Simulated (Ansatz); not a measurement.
A relaxed database cell of MoAs₂: C2/m (No. 12), mS12; a = 9.039 Å, b = 3.278 Å, c = 7.677 Å, α = γ = 90.00°, β = 119.16°; Mo 4i (0.347, 0.000, 0.299); As 4i (0.146, 0.500, 0.032); As 4i (0.098, 0.000, 0.393). Level of theory: PBEsol (plane waves to 420 eV, PAW, scalar-relativistic; Ansatz, a first-principles code). Element references, the lowest calculated here: Mo (Im-3m), As (R-3m).

Total energies (eV/atom, σ → 0; comparable only within this code, potentials and settings):

| phase | E (eV/atom) |
|---|---|
| MoAs2 (C2/m) | -4841.485 |
| Mo (Im-3m) | -4897.468 |
| As (R-3m) | -4813.025 |

**Question.** What is the formation energy of this C2/m form of MoAs2 from the elements?

**Answer.** E_f = -4841.485 − [1 × (-4897.468) + 2 × (-4813.025)] / 3 = -0.31 eV/atom (-0.9 eV per formula unit).

A lower structure of this composition may exist.

Static energies, no anion corrections, no zero-point energy. Values are rounded to 0.01 eV/atom. Not shown to be the ambient phase of their composition (a lower form may be missing, and a cell relaxed within its start's symmetry can be a saddle point): MoAs2 (C2/m). The compounds carry no spin polarisation.
